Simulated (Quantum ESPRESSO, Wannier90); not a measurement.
Wannier functions of Cs$_{2}$O$_{2}$ (Immm)

```
begin unit_cell_cart
ang
   -4.3337100000    0.0000000000    0.0000000000
   -2.1668550000   -3.2186850000    3.7788300000
   -2.1668550000    3.2186850000    3.7788300000
end unit_cell_cart
begin atoms_frac
Cs  -0.2535600000  0.2535600000  0.2535600000
Cs   0.2535600000 -0.2535600000 -0.2535600000
O    0.0000000000  0.3828000000 -0.3828000000
O   -0.0000000000 -0.3828000000  0.3828000000
end atoms_frac
```

Structure: Materials Project mp-7896, symmetrised, not relaxed again. Not found in the COD (Crystallography Open Database) copy used; not checked further. Method: PBEsol plane waves in Quantum ESPRESSO 7.5 (PseudoDojo norm-conserving files, 68 Ry, no spin polarisation, no spin-orbit coupling), Bloch states on a 8×8×8 mesh through Γ, Wannier90 4.0.1. Density: 8×8×8 mesh, cold smearing 0.01 Ry. Spin-orbit coupling is left out although heavy elements are present.

Bands 4 form an isolated set from -14.47 to -14.32 eV relative to the valence-band maximum (on the path) and are turned into 1 Wannier function by minimising the spread from the start: SCDM (isolated).

### Question
Where do the functions sit, how wide are they and what are they made of?

### Answer
```tsv
functions	spread (Å²)	nearest atom, distance (Å)	second atom, distance (Å)	weight on atomic waves
1	1.44	O 0.75	O 0.75	O 2s 89 %, O 2p 8 %
```

Ω_I = 1.44 Å², Ω_total = 1.44 Å²; the interpolated bands follow pw.x to 0.0 meV rms on the path.
